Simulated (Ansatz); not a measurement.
## P (Pmna), an elastic constant from a strain scan

The calculation used Ansatz, DFT r2SCAN, scalar-relativistic, plane waves, PAW. Settings: plane waves to 500 eV, k-mesh 8×1×6 (Γ-centred), Gaussian smearing 0.05 eV. No spin polarisation. Energies are free energies at this smearing, counted from the undisturbed cell; pressure is positive in compression.

The undisturbed cell (relaxed at this level; this form isn't the usual structure):

```
P
1.0
     3.29049    0.00000    0.00000
     0.00000   34.85860    0.00000
     0.00000    0.00000    4.63613
P
4
Direct
  0.00000 0.97013 0.59148
  0.00000 0.02987 0.40852
  0.50000 0.02987 0.09148
  0.50000 0.97013 0.90852
```

The cell holds layers and no dispersion correction was added, so their binding is poorly described.

The cell is strained by ε times the Voigt pattern (0, 0, 1, 0, 0, 0) (xx, yy, zz, yz, xz, xy; engineering shear) with fractional coordinates fixed. The cell holds 4 atoms in V0 = 531.77 Å³. The stress column is τ = (1/V0) dE/dε, got from the stress tensor σ (compression positive) at each point as −det(1 + εP) σ : P(1 + εP)⁻¹, with P the pattern as a tensor.

```
      ε  ΔE (meV/atom)  τ (GPa)
-0.0400         14.924   -0.915
-0.0200          3.655   -0.446
 0.0000          0.000    0.003
 0.0100          0.923    0.219
 0.0300          8.034    0.634
 0.0400              ?        ?
```

Q: Which combination of elastic constants does this scan measure, and how large is it?

A: For small ε, τ = τ0 + Kε with K = pᵀCp, which for this pattern is C33 in the Cartesian frame shown. The parabola through τ at ε = -0.0200, 0 and 0.0100 has slope K = 21.9 GPa at zero. The energies per cell, E = NΔE, of the same two points give K = 2[E(ε₊)/ε₊ − E(ε₋)/ε₋]/[(ε₊ − ε₋)V0] = 22.1 GPa, in agreement. These are clamped-ion values.

Q: Predict the withheld row at ε = 0.0400 from the harmonic law, and compare.

A: ΔE = V0(τ0 ε + Kε²/2)/N = 14.629 meV/atom and τ = 0.88 GPa. The calculation gives 14.124 meV/atom and 0.83 GPa, a miss of 3.4 % of the harmonic energy, so the harmonic law still holds here.

Forces appear on the atoms along this scan, and letting them relax would lower the energy and soften the response.